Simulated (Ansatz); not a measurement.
## Ti: from a starting cell to a relaxed one

The start is a generated trial cell of Ti in the omega structure type. A full variable-cell relaxation at zero pressure is run with PBEsol (plane waves to 420 eV, PAW, scalar-relativistic; Ansatz, a quantum-chemistry and plane-wave program). The first steps use a coarse 8×8×11 k-mesh.

The start:
```yaml
crystal:
  lattice:
    - [4.63442, 0.00000, 0.00000]
    - [-2.31721, 4.01352, 0.00000]
    - [0.00000, 0.00000, 2.81873]
  atoms:
    - { symbol: Ti, position: [0.00000, 0.00000, 0.00000] }
    - { symbol: Ti, position: [0.33333, 0.66667, 0.50000] }
    - { symbol: Ti, position: [0.66667, 0.33333, 0.50000] }
```

Task: How much energy is released per atom?

Result: 0.02 eV/atom.

Task: How does the volume change?

Result: -5.8 %, from 17.48 to 16.46 Å³/atom.

Task: How do the shortest distances between atoms change?

Result: The closest pairs of elements (up to four, under 3.6 Å), start → end: Ti–Ti 2.68 → 2.61 Å.

Task: What band gap does the relaxed structure have at this level?

Result: No gap (metallic).

Task: Give the final cell and atomic positions.

Result: 
```cif
data_Ti3
_chemical_formula_sum 'Ti3'
_space_group_name_H-M_alt 'P6/mmm'
_space_group_IT_number 191
_space_group_name_Hall '-P 6 2'
_cell_length_a 4.51410
_cell_length_b 4.51410
_cell_length_c 2.79889
_cell_angle_alpha 90.000
_cell_angle_beta 90.000
_cell_angle_gamma 120.000
loop_
_atom_site_label
_atom_site_type_symbol
_atom_site_symmetry_multiplicity
_atom_site_Wyckoff_symbol
_atom_site_fract_x
_atom_site_fract_y
_atom_site_fract_z
_atom_site_occupancy
Ti1 Ti 1 a 0.00000 0.00000 0.00000 1
Ti2 Ti 2 d 0.33333 0.66667 0.50000 1
```

The space group stays P6/mmm (No. 191) (the run could not lower it), with 3 atoms in the primitive cell. Final values are on a 12×12×17 k-mesh of the relaxed cell. No spin polarisation in the result.

The run could not lose the symmetry of its start, so the end can be a saddle point.

All atoms sit on sites fixed by symmetry, so only the cell could relax.

The relaxed structure here is a generated cell of Ti: the first start was made by placing the elements on the sites of a structure type, and the end was not matched to a known phase here, so it may be hypothetical. Known forms of Ti include space group No. 194.
